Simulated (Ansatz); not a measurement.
Li₂Al in space group Cmcm (No. 63; Li on 4c, Li on 4c, Al on 4c), the program Ansatz at the PBE level (PAW), all energies at zero smearing, with the estimated change up to a 700 eV cutoff added, with one set of potentials and settings (totals compare only within such a set). Cell of 6 atoms (4 Li, 2 Al): -1894.769 eV.

```csv
element,reference phase,E (eV/atom)
Li,"Fm-3m, 1 atoms in the cell",-204.6902
Al,"Fm-3m, 1 atoms in the cell",-537.5049
```

Formation energy per atom, worked out: (-1894.769 − 4×(-204.6902) − 2×(-537.5049))/6 = -0.166 eV/atom (-16 kJ per mol of atoms), at 0 K, without zero-point energy or fitted corrections.

The workflow started from a Materials Project entry (that database holds measured and hypothetical structures alike); the Crystallography Open Database copy checked does not list it. With Li and Al taken as one species the cell has the higher symmetry Im-3m, so it may be an ordered model of a mixed-site phase. Whether it is the stable phase at ambient conditions was not checked. Symmetry was held in the PBE relaxation; of distortions, only those at the zone centre were tested. The references are the lowest solids computed at this level, not always the standard phases.

Potentials: the later of the program's two PAW sets.
